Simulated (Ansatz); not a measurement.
BN:
```yaml
crystal:
  lattice:
    - [2.54332, 0.00000, 0.00000]
    - [-1.27166, 2.20258, 0.00000]
    - [0.00000, 0.00000, 4.20679]
  atoms:
    - { symbol: B, position: [0.66667, 0.33333, 0.99980] }
    - { symbol: B, position: [0.33333, 0.66667, 0.49980] }
    - { symbol: N, position: [0.66667, 0.33333, 0.62520] }
    - { symbol: N, position: [0.33333, 0.66667, 0.12520] }
```

x, y and z are the axes in which the lattice vectors are written.

Problem. Give the high-frequency dielectric tensor and the Born effective charge tensors of the independent atoms from DFPT, plane-wave PAW r²SCAN (Ansatz code).

Solution. 
ε∞:
```
4.41  0.00  0.00
0.00  4.41  0.00
0.00  0.00  4.57
```
Z* of atom 1 (B), rows: field, columns: displacement, in e:
```
1.92  0.00  0.00
0.00  1.92  0.00
0.00  0.00  2.02
```
Z* of atom 3 (N), rows: field, columns: displacement, in e:
```
-1.92   0.00   0.00
 0.00  -1.92   0.00
 0.00   0.00  -2.02
```

Static charges for comparison (Bader): B1 +2.25, N3 -2.25 e. Born charges measure polarisation by displacement and can exceed these by far.

Space group P6_3mc (wurtzite). Symmetry was held in the r²SCAN relaxation.

Potentials: the earlier of the program's two PAW sets.
